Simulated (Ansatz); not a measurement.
Structures of In₃C₂: which is lowest?

Plane-wave DFT in Ansatz with scalar-relativistic PAW potentials, cutoff 420 eV, Γ-centred meshes chosen by cell and gap, Gaussian smearing with energies taken to zero width. Every cell was relaxed (cell and atoms) in a run of its own, within the symmetry of its start. Functional: PBE.

Relaxed structures (starts from databases or built by putting these elements on another compound's sites):
A. R-3m, 5 atoms in the computed cell, a = 3.512 Å, c = 23.370 Å; sites (symmetry × multiplicity) In -3m × 3 + 3m × 6, C 3m × 6; start: built
B. P-3m1, 5 atoms in the computed cell, a = 3.828 Å, c = 7.429 Å; sites (symmetry × multiplicity) In -3m. × 1 + 3m. × 2, C 3m. × 2; start: built

Q: Rank them by energy. Could pressure change the order?

A:
| structure | group | E − E(lowest) (meV/atom) | V (Å³/atom) | gap on mesh (eV) |
| --- | --- | --- | --- | --- |
| A | R-3m | 0.0 | 16.64 | 0.00 |
| B | P-3m1 | 46 | 18.85 | 0.00 |

A is lowest, 46 meV/atom under B. The lowest is also the densest of these, so pressure wouldn't bring one of the others in at first order. Other structures may lie lower than all of these, and vibrations aren't counted.